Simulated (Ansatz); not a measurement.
Sb

```
CELL_PARAMETERS angstrom
2.15060 1.24165 3.74400
-2.15060 1.24165 3.74400
0.00000 -2.48330 3.74400
ATOMIC_POSITIONS crystal
Sb 0.23364 0.23364 0.23364
Sb 0.76636 0.76636 0.76636
```

Atoms are numbered in the order listed.

The structure is an experimental refinement, used without relaxation.

Spin–orbit coupling is left out, though it moves levels of the heavy atoms by tenths of an eV or more.

The calculation used DFT, LDA, all-electron LAPW, scalar-relativistic in Ansatz 0.2.0.

Settings: a Γ-centred 12×12×12 k mesh, Fermi–Dirac smearing of 0.03 eV, basis error target 0.5 meV/atom, no spin polarisation.

```
Pressure at this cell                             : -0.82 GPa
Band gap                                          : none at this level of theory (metallic, semimetallic, or a small gap that the functional closes)
Stress xx, yy, zz (compression positive)          : -0.69, -0.69, -1.08 GPa
Largest force                                     : 0.071 eV/Å on Sb1
Density of states at the Fermi level (0.2 eV bin) : 0.02 states/eV per cell
Volume per atom                                   : 29.99 Å³
```
